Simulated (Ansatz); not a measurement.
Space group Pm-3m (No. 221). a = 4.096 Å, b = 4.096 Å, c = 4.096 Å, α = 90.00°, β = 90.00°, γ = 90.00°
| atom | site | symmetry | x | y | z |
| --- | --- | --- | --- | --- | --- |
| Y | 1a | m-3m | 0.0000 | 0.0000 | 0.0000 |
| Pt | 3c | 4/mm.m | 0.0000 | 0.5000 | 0.5000 |

Equation of state of this YPt₃ structure (not necessarily the ground state), with shape and atoms relaxed at each volume where symmetry leaves them free. It has no gap at any of these volumes. Computed with Ansatz 0.2.0, DFT r2SCAN, scalar-relativistic, plane waves, PAW.

Settings: cutoff 500 eV, Γ-centred mesh 10×10×10 on the computed 4-atom cell, Gaussian smearing of 0.10 eV; no spin polarisation.

```csv
V (Å³/atom),E − E(largest V) (meV/atom),P (GPa)
16.148,8.32,13.36
16.663,-22.43,6.07
17.179,-31.78,0.00
17.694,-23.33,-5.07
18.210,0.00,-9.30
```

**Question.** Fit a third-order Birch–Murnaghan equation to E(V).

**Answer.** V0 = 17.18 Å³/atom, B0 = 184 GPa, B0' = 5.1.

Spin-orbit coupling is left out, which matters for the bands of heavy elements.